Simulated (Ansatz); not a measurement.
SnO2:
```
CELL_PARAMETERS angstrom
      4.76854     0.00000     0.00000
      0.00000     4.76854     0.00000
      0.00000     0.00000     3.21139
ATOMIC_POSITIONS crystal
  Sn 0.00000 0.00000 0.00000
  Sn 0.50000 0.50000 0.50000
  O  0.80630 0.80630 0.50000
  O  0.19370 0.19370 0.50000
  O  0.30630 0.69370 0.00000
  O  0.69370 0.30630 0.00000
```

Plane-wave PAW PBEsol (Ansatz code) gives a gap of 0.92 eV without spin–orbit coupling, maximum at Γ, minimum at Γ.

Problem. What happens when spin–orbit coupling is switched on?

Solution. The gap goes up by 0.01 eV, to 0.93 eV; maximum at Γ, minimum at Γ.

Problem. Give the electron effective mass with spin–orbit coupling.

Solution. 0.17, 0.19, 0.19 mₑ (principal values).

Problem. Give the hole effective mass with spin–orbit coupling.

Solution. 1.3, 1.3, 1.7 mₑ (principal values).

Space group P4_2/mnm (rutile). The cell was relaxed with PBEsol under the symmetry of its start.

Potentials: the earlier of the program's two PAW sets.
